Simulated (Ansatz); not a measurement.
LiB$_{3}$N$_{3}$ in space group P6_3/mcm (No. 193; N on 6g, B on 6g, Li on 2b), DFT-r²SCAN+D4 in the program Ansatz with PAW potentials, all energies at zero smearing, with the estimated change up to a 700 eV cutoff added, with one set of potentials and settings (totals compare only within such a set). Cell of 14 atoms (6 N, 6 B, 2 Li): -3672.450 eV.

| element | reference phase | E (eV/atom) |
|---|---|---|
| N | Pa-3, 8 atoms in the cell | -384.8553 |
| B | R-3m, 12 atoms in the cell | -156.6448 |
| Li | Fm-3m, 1 atoms in the cell | -205.1441 |

Formation energy per atom, worked out: (-3672.450 − 6×(-384.8553) − 6×(-156.6448) − 2×(-205.1441))/14 = -0.940 eV/atom (-91 kJ per mol of atoms), at 0 K, without zero-point energy or fitted corrections.

The cell is a constructed one: a structure type filled with these elements; neither database checked (COD, Materials Project) lists it. Whether it is the stable phase at ambient conditions was not checked. The cell was relaxed with r²SCAN+D4 under the symmetry of its start; its stability against distortions is not shown here. The references are the lowest solids computed at this level, not always the standard phases (solids in place of the gases).

Potentials: the later of the program's two PAW sets.
